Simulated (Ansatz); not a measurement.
SiNi (rock salt, space group No. 225), r²SCAN in the plane-wave PAW code Ansatz, all energies at zero smearing, with the estimated change up to a 700 eV cutoff added, with one set of potentials and settings (totals compare only within such a set). Cell of 2 atoms (1 Si, 1 Ni): -6484.119 eV.

```
element                             reference phase  E (eV/atom)
-------  ------------------------------------------  -----------
Si                       Fd-3m, 2 atoms in the cell    -639.0667
Ni       Fm-3m, 1 atoms in the cell, spin-polarised   -5845.2912
```

Formation energy per atom, worked out: (-6484.119 − 1×(-639.0667) − 1×(-5845.2912))/2 = 0.119 eV/atom (12 kJ per mol of atoms), at 0 K, without zero-point energy or fitted corrections.

The cell is a constructed one: a structure type filled with these elements; neither database checked (COD, Materials Project) lists it. It is not the phase usual at ambient conditions (space group No. 62). The r²SCAN relaxation kept the symmetry of its start. At this level the phase is mechanically unstable. The workflow began spin-polarised and lost its moments. The cell computed holds one magnetic atom, so no antiferromagnetic order was within reach. The references are the lowest solids computed at this level, not always the standard phases.

Potentials: the later of the program's two PAW sets.
